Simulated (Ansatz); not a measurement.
A relaxation computed with Ansatz, from input to last step.

```yaml
crystal:
  lattice:
    - [3.5155466854, 0.0, 0.0]
    - [-1.7577733427, 3.0445527377, 0.0]
    - [0.0, 0.0, 5.4696195892]
  atoms:
    - { symbol: Co, position: [0.0, 0.0, 0.0] }
    - { symbol: Co, position: [0.3333333333, 0.6666666667, 0.645] }
    - { symbol: Co, position: [0.6666666667, 0.3333333333, 0.355] }
    - { symbol: Si, position: [0.3333333333, 0.6666666667, 0.245] }
    - { symbol: Si, position: [0.6666666667, 0.3333333333, 0.755] }
basis:
  ecutwfc: 420
kpoints:
  mp_grid: { grid: [6, 6, 4] }
hamiltonian:
  xc: pbe
scf:
  occupations: { method: gaussian, width: 0.1 }
  lower_state_search: "off"
output:
  forces: true
  stress: true
  eigenvalues: true
relax:
  adjacent_minimum: "off"
  f_tol: 0.04
  max_steps: 70
  cell: { stress_tol: 0.4 }
```

```bash
ansatz run input.yaml --threads 1 --pin off --max-ram 2560MiB --backend cpu --events-out ev --progress --plain --runs-dir out
```

Computed with DFT PBE, scalar-relativistic, plane waves, PAW (Ansatz).

Of 9 frames 8 are shown, positions in Å and forces in eV/Å; the SCF threshold varies from step to step. Steps run on the plane waves of an earlier cell, with a Pulay correction in the pressure. The basis is chosen afresh for the last frame, the zero of the energies, and at times for earlier ones too; energy and pressure step there, also at an unchanged geometry. Here that happened at step 7 (-2 meV/atom, 0.5 GPa); the frames before carry an error of that size. Spin polarisation was left out; whether the Co atoms would carry moments isn't shown by this run.

```xyz
5
Lattice="3.5155 0.0000 0.0000 -1.7578 3.0446 0.0000 0.0000 0.0000 5.4696" Properties=species:S:1:pos:R:3:forces:R:3 pbc="T T T" step=1 free_energy_over_end_meV_per_atom=273.92 pressure_GPa=12.61
Co    0.0000    0.0000    0.0000    0.0000    0.0000    0.0000
Co    0.0000    2.0297    3.5279    0.0000    0.0000    0.8934
Co    1.7578    1.0149    1.9417    0.0000    0.0000   -0.8934
Si    0.0000    2.0297    1.3401    0.0000    0.0000   -2.3623
Si    1.7578    1.0149    4.1296    0.0000    0.0000    2.3623
5
Lattice="3.6163 0.0000 0.0000 -1.8081 3.1318 0.0000 0.0000 0.0000 5.2045" Properties=species:S:1:pos:R:3:forces:R:3 pbc="T T T" step=2 free_energy_over_end_meV_per_atom=130.25 pressure_GPa=4.66
Co    0.0000    0.0000    0.0000    0.0000    0.0000    0.0000
Co    0.0000    2.0879    3.4178    0.0000    0.0000    0.5934
Co    1.8081    1.0439    1.7867    0.0000    0.0000   -0.5934
Si    0.0000    2.0879    1.1972    0.0000    0.0000   -1.5310
Si    1.8081    1.0439    4.0073    0.0000    0.0000    1.5310
5
Lattice="3.6859 0.0000 0.0000 -1.8429 3.1921 0.0000 0.0000 0.0000 4.9378" Properties=species:S:1:pos:R:3:forces:R:3 pbc="T T T" step=3 free_energy_over_end_meV_per_atom=40.27 pressure_GPa=2.55
Co    0.0000    0.0000    0.0000    0.0000    0.0000    0.0000
Co    0.0000    2.1280    3.2932    0.0000    0.0000    0.2542
Co    1.8429    1.0640    1.6446    0.0000    0.0000   -0.2542
Si    0.0000    2.1280    1.0464    0.0000    0.0000   -0.9209
Si    1.8429    1.0640    3.8913    0.0000    0.0000    0.9209
5
Lattice="3.7816 0.0000 0.0000 -1.8908 3.2750 0.0000 0.0000 0.0000 4.6643" Properties=species:S:1:pos:R:3:forces:R:3 pbc="T T T" step=4 free_energy_over_end_meV_per_atom=9.80 pressure_GPa=0.77
Co    0.0000    0.0000    0.0000    0.0000    0.0000    0.0000
Co    0.0000    2.1833    3.1371    0.0000    0.0000    0.1427
Co    1.8908    1.0917    1.5272    0.0000    0.0000   -0.1427
Si    0.0000    2.1833    0.9163    0.0000    0.0000   -0.5558
Si    1.8908    1.0917    3.7480    0.0000    0.0000    0.5558
5
Lattice="3.7595 0.0000 0.0000 -1.8798 3.2558 0.0000 0.0000 0.0000 4.7617" Properties=species:S:1:pos:R:3:forces:R:3 pbc="T T T" step=5 free_energy_over_end_meV_per_atom=5.16 pressure_GPa=-1.05
Co    0.0000    0.0000    0.0000    0.0000    0.0000    0.0000
Co    0.0000    2.1706    3.2097    0.0000    0.0000   -0.3487
Co    1.8798    1.0853    1.5520    0.0000    0.0000    0.3487
Si    0.0000    2.1706    0.8877    0.0000    0.0000    0.2090
Si    1.8798    1.0853    3.8740    0.0000    0.0000   -0.2090
5
Lattice="3.7587 0.0000 0.0000 -1.8793 3.2551 0.0000 0.0000 0.0000 4.7280" Properties=species:S:1:pos:R:3:forces:R:3 pbc="T T T" step=6 free_energy_over_end_meV_per_atom=2.64 pressure_GPa=0.07
Co    0.0000    0.0000    0.0000    0.0000    0.0000    0.0000
Co    0.0000    2.1701    3.1662    0.0000    0.0000    0.0251
Co    1.8793    1.0850    1.5618    0.0000    0.0000   -0.0251
Si    0.0000    2.1701    0.8881    0.0000    0.0000   -0.0021
Si    1.8793    1.0850    3.8399    0.0000    0.0000    0.0021
5
Lattice="3.7587 0.0000 0.0000 -1.8793 3.2551 0.0000 0.0000 0.0000 4.7280" Properties=species:S:1:pos:R:3:forces:R:3 pbc="T T T" step=7 free_energy_over_end_meV_per_atom=0.18 pressure_GPa=0.60
Co    0.0000    0.0000    0.0000    0.0000    0.0000    0.0000
Co    0.0000    2.1701    3.1662    0.0000    0.0000    0.0268
Co    1.8793    1.0850    1.5618    0.0000    0.0000   -0.0268
Si    0.0000    2.1701    0.8881    0.0000    0.0000   -0.0010
Si    1.8793    1.0850    3.8399    0.0000    0.0000    0.0010
5
Lattice="3.7667 0.0000 0.0000 -1.8833 3.2620 0.0000 0.0000 0.0000 4.7207" Properties=species:S:1:pos:R:3:forces:R:3 pbc="T T T" step=9 free_energy_over_end_meV_per_atom=0.00 pressure_GPa=0.06
Co    0.0000    0.0000    0.0000    0.0000    0.0000    0.0000
Co    0.0000    2.1747    3.1642    0.0000    0.0000    0.0024
Co    1.8833    1.0873    1.5564    0.0000    0.0000   -0.0024
Si    0.0000    2.1747    0.8866    0.0000    0.0000   -0.0014
Si    1.8833    1.0873    3.8340    0.0000    0.0000    0.0014
```

The start puts this composition into another compound's structure type, which needn't suit it. At the end the space group is P-3m1 (tolerance 0.05 Å).

Time: 44 s on 1 thread of Intel(R) Xeon(R) Platinum 8259CL CPU @ 2.50GHz (Skylake/Cascade Lake) (shared host), peak memory 0.42 GiB.

The k mesh is coarse.